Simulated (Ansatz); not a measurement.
# Structure relaxation, NbP

The start is a relaxed NbP cell, doubled along one cell vector, shaken by Gaussian noise of σ = 0.08 Å a coordinate. The structure is fully relaxed (lattice and positions, P = 0) with r2SCAN (plane waves to 500 eV, PAW, scalar-relativistic; Ansatz, an electronic-structure program). First-step values are on the input's coarse k-mesh.

Ansatz input (later rounds restart from its end on a renewed k-mesh):
Ansatz 0.2 input:
```yaml
crystal:
  lattice:
    - [5.3067911503, 0, 0]
    - [-5.3067911502, 9.1916318975, 0]
    - [0, 0, 3.9893341041]
  atoms:
    - { symbol: P, position: [0.5155909708, -0.0099707762, 0.0403645744] }
    - { symbol: P, position: [0.4985040127, 0.5001400462, -0.0011613861] }
    - { symbol: P, position: [0.5073763963, 0.267720232, 0.0076209433] }
    - { symbol: P, position: [0.5237245056, 0.738072972, -0.0182356242] }
    - { symbol: P, position: [-0.0253262265, 0.2505128054, -0.0020719547] }
    - { symbol: P, position: [0.9964338358, 0.7297122918, 0.0164528646] }
    - { symbol: Nb, position: [0.0010986412, 0.0058123203, -0.0387873585] }
    - { symbol: Nb, position: [0.013703788, 0.4846639476, 0.0090040639] }
    - { symbol: Nb, position: [0.3304621723, 0.3263870727, 0.4981562286] }
    - { symbol: Nb, position: [0.306287084, 0.8183599927, 0.4833498781] }
    - { symbol: Nb, position: [0.6509823631, 0.1520263374, 0.5457950045] }
    - { symbol: Nb, position: [0.6718749851, 0.669163204, 0.5308109938] }
basis: { ecutwfc: 500, ecutrho_ratio: 4, xc_grid: 4, fft_grid_basis: typed }
kpoints: { mp_grid: { grid: [5, 3, 6] } }
hamiltonian:
  xc: r2scan
  dispersion: none
  pseudopotentials: { kind: paw }
scf: { occupations: { method: fermi_dirac, width: 0.05 } }
relax: { f_tol: 0.01, max_steps: 100, cell: { stress_tol: 0.02 } }
output: { forces: true, stress: true }
```

Problem. What pressure does the first self-consistent step give?

Solution. +5 GPa (positive: the cell is compressed).

Problem. Which atoms feel the largest initial force, and how large is it?

Solution. About 3.5 eV/Å, on P4 (atoms numbered as listed).

Problem. How much energy is released per atom?

Solution. 0.51 eV/atom.

Problem. How does the volume per atom move from start to end?

Solution. +6.5 %, from 16.22 to 17.27 Å³/atom.

Problem. Is the parent structure recovered?

Solution. It does not go back: it reaches Pmc2₁ (No. 26), 0.41 eV/atom below the parent.

Problem. How do the shortest distances between atoms change?

Solution. The closest pairs of elements (up to four, under 3.6 Å), start → end: Nb–P 2.23 → 2.41 Å; P–P 2.46 → 2.89 Å; Nb–Nb 2.92 → 3.06 Å.

Problem. What band gap does the relaxed structure have at this level?

Solution. No gap (metallic).

Problem. Write out the relaxed structure.

Solution. 
Space group Pmc2₁ (No. 26); a = 3.332 Å, b = 9.588 Å, c = 6.485 Å, α = β = γ = 90.00°

| atom | site | symmetry | x | y | z |
|---|---|---|---|---|---|
| P | 2b | m.. | 0.5000 | 0.7146 | 0.3947 |
| P | 2b | m.. | 0.5000 | 0.0754 | 0.2138 |
| P | 2b | m.. | 0.5000 | 0.4083 | 0.3763 |
| Nb | 2b | m.. | 0.5000 | 0.1801 | 0.5565 |
| Nb | 2a | m.. | 0.0000 | 0.0707 | 0.9179 |
| Nb | 2a | m.. | 0.0000 | 0.4401 | 0.0703 |

Final values are on a 14×5×7 k-mesh of the relaxed cell. No spin polarisation in the result.

The relaxed structure here is a generated cell of NbP: the first start was made by placing the elements on the sites of a structure type, and the end was not matched to a known phase here, so it may be hypothetical.
